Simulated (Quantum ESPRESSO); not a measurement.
# ScAl3SnZr3: finding a planted mistake in a log

A calculation, not a measurement. The program is pw.x of Quantum ESPRESSO 7.5 (plane-wave density functional theory). The cell is made up: eight metal atoms on a hexagonal close-packed lattice, with elements, volume, strain and displacements drawn at random and not relaxed, so it may be unstable or far from any real phase. PseudoDojo standard norm-conserving files set the functional (PBE unless stated); there is no spin polarisation or spin-orbit coupling, the Fermi-Dirac width of 0.25 eV means electrons at about 2900 K, and the masses in the input are unused placeholders. The tin pseudopotential is less sure than most, with forces differing by about three percent from a second method on plain tin. A spin test at this wide smearing found no moment, but such smearing suppresses magnetism that the real alloy may have.

Intended input:

```
&control calculation='scf', pseudo_dir='./dojo.nc.sr.pbe.v0_5.standard.upf', outdir='./o', disk_io='minimal', tprnfor=.true., tstress=.true. /
&system ibrav=0, nat=8, ntyp=4, nbnd=49, ecutwfc=84.00895049, nosym=.true., tot_charge=0,
 occupations='smearing', smearing='fd', degauss=0.0183746611
/
&electrons conv_thr=1.470e-08, electron_maxstep=70, mixing_beta=0.5 /
ATOMIC_SPECIES
Al 1.0 Al.upf
Sc 1.0 Sc.upf
Sn 1.0 Sn.upf
Zr 1.0 Zr.upf
CELL_PARAMETERS angstrom
4.6896 -2.7099 0.0101
-3.1531 -0.0275 -5.0037
3.116 5.402 0.0524
ATOMIC_POSITIONS angstrom
Sc -0.0017 0.0091 0.013
Al 1.5243 2.6811 0.029
Sn 0.0121 1.7894 -2.4816
Zr 1.5018 4.5052 -2.4511
Zr 3.1096 -0.0373 0.0384
Al 4.6831 2.6403 0.0616
Zr 1.5119 -0.8865 -2.5038
Al 3.1388 1.7849 -2.4853
K_POINTS automatic
5 5 4 1 1 1
```

The log is shortened where brackets say so; the opening notice, blank lines, dates and the lines on written files are dropped, and the path of the files is cut. It prints rydbergs, bohrs and kilobars, and counts compression as positive stress. Its total energy is the free energy E - TS of the whole cell.

Log of the intended run:

```
     Program PWSCF v.7.5
     Parallel version (MPI & OpenMP), running on       4 processor cores
     Number of MPI processes:                 4
     Threads/MPI process:                     1
     [start-up lines left out]
     bravais-lattice index     =            0
     lattice parameter (alat)  =      10.2353  a.u.
     unit-cell volume          =    1136.3227 (a.u.)^3
     number of atoms/cell      =            8
     number of atomic types    =            4
     number of electrons       =        70.00
     number of Kohn-Sham states=           49
     kinetic-energy cutoff     =      84.0090  Ry
     charge density cutoff     =     336.0358  Ry
     scf convergence threshold =      1.5E-08
     mixing beta               =       0.5000
     number of iterations used =            8  plain     mixing
     Exchange-correlation= PBE
                           (   1   4   3   4   0   0   0)
     [axes and pseudopotential details left out]
   Cartesian axes
     site n.     atom                  positions (alat units)
         1        Sc     tau(   1) = (  -0.0003139   0.0016801   0.0024002  )
         2        Al     tau(   2) = (   0.2814297   0.4950083   0.0053542  )
         3        Sn     tau(   3) = (   0.0022340   0.3303748  -0.4581749  )
         4        Zr     tau(   4) = (   0.2772756   0.8317898  -0.4525437  )
         5        Zr     tau(   5) = (   0.5741218  -0.0068867   0.0070897  )
         6        Al     tau(   6) = (   0.8646352   0.4874755   0.0113731  )
         7        Zr     tau(   7) = (   0.2791403  -0.1636734  -0.4622736  )
         8        Al     tau(   8) = (   0.5795129   0.3295440  -0.4588580  )
     number of k points=    50  Fermi-Dirac smearing, width (Ry)=  0.0184
                       cart. coord. in units 2pi/alat
        k(    1) = (   0.1420923   0.0452890  -0.1980343), wk =   0.0400000
        k(    2) = (   0.2511331   0.2337289  -0.2677823), wk =   0.0400000
     [further k points left out]
     Dense  grid:   118245 G-vectors     FFT dimensions: (  60,  72,  72)
     Estimated max dynamical RAM per process >     319.09 MB
     Estimated total dynamical RAM >       1.16 GB
     Initial potential from superposition of free atoms
     starting charge      69.9814, renormalised to      70.0000
     Starting wfcs are   61 randomized atomic wfcs
     total cpu time spent up to now is        5.6 secs
     per-process dynamical memory:   245.9 Mb
     Self-consistent Calculation
     iteration #  1     ecut=    84.01 Ry     beta= 0.50
     Davidson diagonalization with overlap
     ethr =  1.00E-02,  avg # of iterations =  2.0
     Threshold (ethr) on eigenvalues was too large:
     Diagonalizing with lowered threshold
     Davidson diagonalization with overlap
     ethr =  5.16E-04,  avg # of iterations =  3.1
     total cpu time spent up to now is       25.3 secs
     total energy              =    -572.03869086 Ry
     estimated scf accuracy    <       0.37284641 Ry
     iteration #  2     ecut=    84.01 Ry     beta= 0.50
     Davidson diagonalization with overlap
     ethr =  5.33E-04,  avg # of iterations =  4.8
     total cpu time spent up to now is       37.8 secs
     total energy              =    -572.05785969 Ry
     estimated scf accuracy    <       0.93567620 Ry
     [iterations 3 to 12 left out]
     iteration # 13     ecut=    84.01 Ry     beta= 0.50
     Davidson diagonalization with overlap
     ethr =  7.53E-11,  avg # of iterations =  5.2
     total cpu time spent up to now is      157.7 secs
     total energy              =    -572.19187501 Ry
     estimated scf accuracy    <       0.00000004 Ry
     iteration # 14     ecut=    84.01 Ry     beta= 0.50
     Davidson diagonalization with overlap
     ethr =  5.65E-11,  avg # of iterations =  2.0
     total cpu time spent up to now is      166.4 secs
     End of self-consistent calculation
     [lines on levels left out]
!    total energy              =    -572.19187501 Ry
     estimated scf accuracy    <          2.0E-09 Ry
     smearing contrib. (-TS)   =      -0.10744230 Ry
     internal energy E=F+TS    =    -572.08443271 Ry
     The total energy is F=E-TS. E is the sum of the following terms:
     one-electron contribution =    -202.15727638 Ry
     hartree contribution      =     130.14476701 Ry
     xc contribution           =    -126.94604817 Ry
     ewald contribution        =    -373.12587516 Ry
     convergence has been achieved in  14 iterations
     Forces acting on atoms (cartesian axes, Ry/au):
     atom    1 type  2   force =    -0.01675285   -0.00619256    0.01207609
     atom    2 type  1   force =     0.00223688    0.00650008   -0.00589284
     atom    3 type  3   force =    -0.00039433    0.00234412   -0.00579842
     atom    4 type  4   force =    -0.00222008   -0.02374480    0.02814522
     atom    5 type  4   force =     0.00289308    0.01738590   -0.03322470
     atom    6 type  1   force =    -0.00452481    0.01048986   -0.00631778
     atom    7 type  4   force =     0.01811015   -0.01649206   -0.00627224
     atom    8 type  1   force =     0.00065196    0.00970943    0.01728467
     Total force =     0.067563     Total SCF correction =     0.000125
     Computing stress (Cartesian axis) and pressure
          total   stress  (Ry/bohr**3)                   (kbar)     P=       -4.86
  -0.00006261  -0.00015491   0.00012781           -9.21      -22.79       18.80
  -0.00015491  -0.00014441  -0.00010339          -22.79      -21.24      -15.21
   0.00012781  -0.00010339   0.00010794           18.80      -15.21       15.88
     init_run     :      5.30s CPU      5.56s WALL (       1 calls)
     electrons    :    159.38s CPU    160.84s WALL (       1 calls)
     forces       :      1.86s CPU      1.87s WALL (       1 calls)
     stress       :      5.30s CPU      5.31s WALL (       1 calls)
     [timing details left out]
     PWSCF        :   2m51.92s CPU   2m53.69s WALL
     JOB DONE.
```

A second run was made from an input with one planted mistake. Its log:

```
     Program PWSCF v.7.5
     Parallel version (MPI & OpenMP), running on       4 processor cores
     Number of MPI processes:                 4
     Threads/MPI process:                     1
     [start-up lines left out]
     bravais-lattice index     =            0
     lattice parameter (alat)  =      10.2353  a.u.
     unit-cell volume          =    1136.3227 (a.u.)^3
     number of atoms/cell      =            8
     number of atomic types    =            5
     number of electrons       =        83.00
     number of Kohn-Sham states=           56
     kinetic-energy cutoff     =      84.0090  Ry
     charge density cutoff     =     336.0358  Ry
     scf convergence threshold =      1.5E-08
     mixing beta               =       0.5000
     number of iterations used =            8  plain     mixing
     Exchange-correlation= PBE
                           (   1   4   3   4   0   0   0)
     [axes and pseudopotential details left out]
   Cartesian axes
     site n.     atom                  positions (alat units)
         1        Sc     tau(   1) = (  -0.0003139   0.0016801   0.0024002  )
         2        Al     tau(   2) = (   0.2814297   0.4950083   0.0053542  )
         3        Sn     tau(   3) = (   0.0022340   0.3303748  -0.4581749  )
         4        Zr     tau(   4) = (   0.2772756   0.8317898  -0.4525437  )
         5        Zr     tau(   5) = (   0.5741218  -0.0068867   0.0070897  )
         6        Ru     tau(   6) = (   0.8646352   0.4874755   0.0113731  )
         7        Zr     tau(   7) = (   0.2791403  -0.1636734  -0.4622736  )
         8        Al     tau(   8) = (   0.5795129   0.3295440  -0.4588580  )
     number of k points=    50  Fermi-Dirac smearing, width (Ry)=  0.0184
                       cart. coord. in units 2pi/alat
        k(    1) = (   0.1420923   0.0452890  -0.1980343), wk =   0.0400000
        k(    2) = (   0.2511331   0.2337289  -0.2677823), wk =   0.0400000
     [further k points left out]
     Dense  grid:   118245 G-vectors     FFT dimensions: (  60,  72,  72)
     Estimated max dynamical RAM per process >     352.73 MB
     Estimated total dynamical RAM >       1.29 GB
     Initial potential from superposition of free atoms
     starting charge      82.9831, renormalised to      83.0000
     Starting wfcs are   67 randomized atomic wfcs
     total cpu time spent up to now is        6.6 secs
     per-process dynamical memory:   281.6 Mb
     Self-consistent Calculation
     iteration #  1     ecut=    84.01 Ry     beta= 0.50
     Davidson diagonalization with overlap
     ethr =  1.00E-02,  avg # of iterations =  2.0
     total cpu time spent up to now is       18.3 secs
     total energy              =    -768.53630811 Ry
     estimated scf accuracy    <       1.88277296 Ry
     iteration #  2     ecut=    84.01 Ry     beta= 0.50
     Davidson diagonalization with overlap
     ethr =  2.27E-03,  avg # of iterations =  3.8
     total cpu time spent up to now is       31.9 secs
     total energy              =    -768.97423270 Ry
     estimated scf accuracy    <      13.45711780 Ry
     [iterations 3 to 13 left out]
     iteration # 14     ecut=    84.01 Ry     beta= 0.50
     Davidson diagonalization with overlap
     ethr =  1.84E-10,  avg # of iterations =  5.5
     total cpu time spent up to now is      172.6 secs
     total energy              =    -769.70234418 Ry
     estimated scf accuracy    <       0.00000004 Ry
     iteration # 15     ecut=    84.01 Ry     beta= 0.50
     Davidson diagonalization with overlap
     ethr =  4.28E-11,  avg # of iterations =  2.0
     total cpu time spent up to now is      183.8 secs
     End of self-consistent calculation
     [lines on levels left out]
!    total energy              =    -769.70234418 Ry
     estimated scf accuracy    <          9.5E-09 Ry
     smearing contrib. (-TS)   =      -0.11904788 Ry
     internal energy E=F+TS    =    -769.58329629 Ry
     The total energy is F=E-TS. E is the sum of the following terms:
     one-electron contribution =    -263.00252596 Ry
     hartree contribution      =     167.10650169 Ry
     xc contribution           =    -158.73712641 Ry
     ewald contribution        =    -514.95014561 Ry
     convergence has been achieved in  15 iterations
     Forces acting on atoms (cartesian axes, Ry/au):
     atom    1 type  3   force =    -0.02619391   -0.01922103    0.00845919
     atom    2 type  1   force =     0.00525542    0.01655091   -0.00486384
     atom    3 type  4   force =     0.00437608    0.00705238   -0.02005872
     atom    4 type  5   force =    -0.01319133   -0.02201612    0.02276651
     atom    5 type  5   force =     0.01416790    0.03102742   -0.03391924
     atom    6 type  2   force =     0.00019930   -0.00362862    0.01053363
     atom    7 type  5   force =     0.01919217   -0.02571201    0.00686288
     atom    8 type  1   force =    -0.00380561    0.01594706    0.01021960
     Total force =     0.083597     Total SCF correction =     0.000385
     Computing stress (Cartesian axis) and pressure
          total   stress  (Ry/bohr**3)                   (kbar)     P=      -45.35
  -0.00032569  -0.00009606   0.00005889          -47.91      -14.13        8.66
  -0.00009606  -0.00042113  -0.00001239          -14.13      -61.95       -1.82
   0.00005889  -0.00001239  -0.00017803            8.66       -1.82      -26.19
     init_run     :      6.31s CPU      6.54s WALL (       1 calls)
     electrons    :    176.19s CPU    177.18s WALL (       1 calls)
     forces       :      1.79s CPU      1.82s WALL (       1 calls)
     stress       :      6.21s CPU      6.37s WALL (       1 calls)
     [timing details left out]
     PWSCF        :   3m10.60s CPU   3m12.02s WALL
     JOB DONE.
```

Question: the log repeats what the program read. Compare it with the intended run: what was wrong in the second input?

Answer: one atom is of a wrong element. The input lines that differ:

```
- &system ibrav=0, nat=8, ntyp=4, nbnd=49, ecutwfc=84.00895049, nosym=.true., tot_charge=0,
+ &system ibrav=0, nat=8, ntyp=5, nbnd=56, ecutwfc=84.00895049, nosym=.true., tot_charge=0,
+ Ru 1.0 Ru.upf
- Al 4.6831 2.6403 0.0616
+ Ru 4.6831 2.6403 0.0616
```

```
                                            intended run  run with the mistake
                          free energy (eV)     -7785.067            -10472.334
         entropy term -TS, part of it (eV)        -1.462                -1.620
                            pressure (GPa)         -0.49                 -4.53
size of the largest force component (eV/Å)         0.854                 0.872
largest change of a force component (eV/Å)                               0.433
                                iterations            14                    15
```

For scale, a rerun of the intended cell at a higher cutoff and on a denser mesh moved values by no more than 0.009 eV in energy, 0.04 GPa in stress and 0.009 eV/Å in force, and a second program with other atomic files agreed on that cell to 2 % rms in force and 0.5 GPa in pressure. Files of another functional or element have another zero of energy, so the energy change says nothing on stability. The number of bands, nbnd, was set by rule from the electron count, so it follows the mistake.